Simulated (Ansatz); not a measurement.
With the program Ansatz at the PBEsol level (PAW), W in the cubic phase (Fd-3m; W on 8a, W on 16d) relaxes to a = 7.317 Å.

Electronic character: metallic (no gap).

An equation-of-state fit gives a bulk modulus of 293 GPa.

The start of the workflow was typed in or built on a structure type; neither database checked (COD, Materials Project) lists it. It is not the phase usual at ambient conditions (space group No. 229). The PBEsol relaxation kept the symmetry of its start; its stability against distortions is not shown here. No spin polarisation was allowed. Scalar-relativistic: spin–orbit coupling is off unless named, which matters more the heavier the elements.

Potentials: the earlier of the program's two PAW sets. The files were generated under PBE; for other functionals the program regenerates the frozen cores, and for LDA and PBEsol the local potential too.
